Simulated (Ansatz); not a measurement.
Here is the system:

SrTiO3 (cubic perovskite)

```
SrTiO3
1.0
    3.93641     0.00000     0.00000
    0.00000     3.93641     0.00000
    0.00000     0.00000     3.93641
Sr Ti O
1 1 3
Cartesian
  0.00000   0.00000   0.00000
  1.96821   1.96821   1.96821
  0.00000   1.96821   1.96821
  1.96821   1.96821   0.00000
  1.96821   0.00000   1.96821
```

In each cell atom 2 (Ti, nearest neighbour O at 1.968 Å; its periodic images, 3.9 Å or more away, move with it) moves by s·(0.577, 0.577, 0.577) (along Cartesian [111]), the rest being held.

Computed with PBE (plane waves to 420 eV, PAW, scalar-relativistic; Ansatz, an electronic-structure program). k mesh 7×7×7 (Γ-centred), Fermi-Dirac smearing 0.05 eV. The energy includes the smearing's −TS. SrTiO3 is run without spin polarisation. SrTiO3 was relaxed with its symmetry unable to fall. The zero of ΔE is the undisplaced structure.

The scan covers s from -0.590 to 0.590 Å in 11 points.

Is the energy the same for equal positive and negative displacements?

Even: the same for both signs. With its periodic images moving along, the atom's site symmetry in this cell is m-3m.

What is the energy change at s = 0.590 Å?

1733 meV/cell.

What force acts on the atom along the line at s = -0.590 Å?

8.38 eV/Å.

(For displaced atoms, the force is minus the slope of the energy, and its curvature is a force constant, which sets phonon frequencies.)
